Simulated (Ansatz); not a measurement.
Total density of states per atom from plane-wave PAW PBE (Ansatz code), in 0.25 eV bins, energy from the valence-band maximum:

(E (eV), states/eV/atom): (-7.87, 0.00); (-7.62, 0.00); (-7.37, 0.00); (-7.12, 0.00); (-6.87, 0.00); (-6.62, 0.00); (-6.37, 0.00); (-6.12, 0.00); (-5.87, 0.00); (-5.62, 0.00); (-5.37, 0.00); (-5.12, 0.00); (-4.87, 0.00); (-4.62, 0.00); (-4.37, 0.02); (-4.12, 0.45); (-3.87, 0.61); (-3.62, 0.75); (-3.37, 0.74); (-3.12, 0.80); (-2.87, 0.85); (-2.62, 1.42); (-2.37, 1.52); (-2.12, 0.74); (-1.87, 0.52); (-1.62, 0.57); (-1.37, 0.51); (-1.12, 0.83); (-0.87, 1.49); (-0.62, 1.25); (-0.37, 0.85); (-0.12, 0.46); (0.13, 0.00); (0.38, 0.00); (0.63, 0.00); (0.88, 0.00); (1.13, 0.00); (1.38, 0.00); (1.63, 0.00); (1.88, 0.08); (2.13, 0.24); (2.38, 0.30); (2.63, 0.36); (2.88, 0.48); (3.13, 0.63); (3.38, 1.24); (3.63, 0.90); (3.88, 0.54); (4.13, 0.27); (4.38, 0.23); (4.63, 0.31); (4.88, 0.28); (5.13, 0.20); (5.38, 0.22); (5.63, 0.24); (5.88, 0.30); (6.13, 0.33); (6.38, 0.34); (6.63, 0.37)

**Question.** Pick the material that matches.
A. SiC, 4H polytype
B. SiNi, Pnma (Si on 4c, Ni on 4c)
C. BaTiO3, cubic perovskite
D. InAs, zinc blende

**Answer.** C, BaTiO3, cubic perovskite. Top 1 eV of the valence band: O 2p 93 %. Bottom 1 eV of the conduction band: Ti 3d 87 %, O 2p 11 %. Projections are on Löwdin-orthogonalised atomic valence shells; empty p or d shells of many metals are not among them.

Space group Pm-3m (cubic perovskite). This is a known high-temperature phase of the composition, computed here at zero pressure and temperature. The PBE relaxation kept the symmetry of its start; its stability against distortions is not shown here. The run is not spin-polarised. Spin–orbit coupling is left out wherever it is not named.

Potentials: the earlier of the program's two PAW sets.
